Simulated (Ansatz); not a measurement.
# Ge: two-dimensional strain map

Computed with DFT PBEsol, scalar-relativistic, plane waves, PAW (Ansatz). Cutoff 420 eV, Γ-centred 20×20×18 k-points, Gaussian smearing of 0.15 eV. No spin polarisation. Energies are free energies at this smearing, counted from the undisturbed cell; pressure is positive in compression.

Reference structure (as given, not relaxed at this level; it stands at -4.1 GPa; this form isn't the usual structure):

```yaml
crystal:
  lattice:
    - [1.39715, -2.60052, 0.00000]
    - [1.39715, 2.60052, 0.00000]
    - [0.00000, 0.00000, 2.69823]
  atoms:
    - { symbol: Ge, position: [0.50000, 0.50000, 0.00000] }
```

The cell is strained by p along both x and y and by q along z, fractional coordinates fixed. Points are written (p, q).

Energy above the undisturbed cell in meV/atom (a dash: not computed):

| p \ q | -0.050 | -0.025 | 0.000 | 0.025 | 0.050 |
| --- | --- | --- | --- | --- | --- |
| -0.050 | 26.2 | 11.8 | 13.4 | 27.3 | 50.8 |
| -0.025 | -1.8 | -14.5 | -10.1 | 6.5 | 32.0 |
| 0.000 | 4.9 | ? | 0.0 | 18.7 | 46.5 |
| 0.025 | 38.3 | ? | 37.6 | ? | 85.8 |
| 0.050 | 91.3 | 86.4 | 95.3 | ? | 145.1 |

**Question.** Fill in the withheld energies.

**Answer.** (0.000, -0.025): -5.3; (0.025, -0.025): 30.6; (0.025, 0.025): 56.7; (0.050, 0.025): 115.7.